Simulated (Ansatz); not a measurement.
PtPb:
```
PtPb
1.0
    3.81891     0.00000     0.00000
   -1.90946     3.30728     0.00000
    0.00000     0.00000     7.19590
Pb Pt
2 2
Direct
  0.00000   0.00000   0.00000
  0.00000   0.00000   0.50000
  0.33333   0.66667   0.25000
  0.66667   0.33333   0.75000
```

Relaxed with r²SCAN. Special points in fractions of this cell's reciprocal vectors: Γ (0.000, 0.000, 0.000); M (0.500, 0.000, 0.000); K (0.333, 0.333, 0.000); A (0.000, 0.000, 0.500); L (0.500, 0.000, 0.500); H (0.333, 0.333, 0.500).

Task: List the band energies nearest the Fermi level at these points for r²SCAN with spin–orbit coupling in the plane-wave PAW code Ansatz.

Result: In eV from the Fermi level; about four levels below and three above (degenerate sets whole), none deeper than 8.9 eV; points with the same levels are listed once.

| k | below | above |
|---|---|---|
| Γ | -2.00 -2.00 -1.96 -1.96 | 1.72 1.72 4.42 4.42 |
| M | -0.85 -0.85 -0.35 -0.35 | 0.21 0.21 1.09 1.09 |
| K | -1.48 -1.48 -0.03 -0.03 | 0.80 0.80 1.08 1.08 |
| A | -1.20 -1.20 -1.20 -1.20 | 4.45 4.45 4.45 4.45 |
| L | -1.07 -1.07 -1.07 -1.07 | 1.79 1.79 1.79 1.79 |
| H | -0.99 -0.99 -0.54 -0.54 | 3.12 3.12 3.14 3.14 |

Space group P6_3/mmc (NiAs type). The workflow started from an entry of the Crystallography Open Database (COD). Its standing as an ambient phase is unchecked. The r²SCAN relaxation kept the symmetry of its start; whether a distortion lowers the energy is not shown. The run is not spin-polarised.

Potentials: the later of the program's two PAW sets.
